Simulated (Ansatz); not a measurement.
## Structures of Pb$_{3}$O$_{2}$: which is lowest?

Plane-wave DFT in Ansatz with scalar-relativistic PAW potentials, cutoff 420 eV, Γ-centred meshes chosen by cell and gap, Gaussian smearing with energies taken to zero width. Every cell was relaxed (cell and atoms) in a run of its own, within the symmetry of its start. Functional: PBE.

Relaxed structures (starts from databases or built by putting these elements on another compound's sites):
A. P-3m1, 5 atoms in the computed cell, a = 3.529 Å, c = 9.713 Å; sites (symmetry × multiplicity) Pb -3m. × 1 + 3m. × 2, O 3m. × 2; start: built
B. R-3m, 5 atoms in the computed cell, a = 3.514 Å, c = 29.278 Å; sites (symmetry × multiplicity) Pb -3m × 3 + 3m × 6, O 3m × 6; start: built

Problem. Rank them by energy. Could pressure change the order?

Solution.
| structure | group | E − E(lowest) (meV/atom) | V (Å³/atom) | gap on mesh (eV) |
| --- | --- | --- | --- | --- |
| A | P-3m1 | 0.0 | 20.96 | 0.00 |
| B | R-3m | 1.8 | 20.88 | 0.00 |

A and B are level within the 5 meV/atom that separate runs leave open. The two lowest differ in volume by under 3 %, too little for a first-order estimate of what pressure does to that pair (other pairs aren't weighed here). Other structures may lie lower than all of these, and vibrations aren't counted.

Spin-orbit coupling is left out, which matters for the bands of heavy elements. For Tl, Pb and Bi spin-orbit coupling shifts energies too.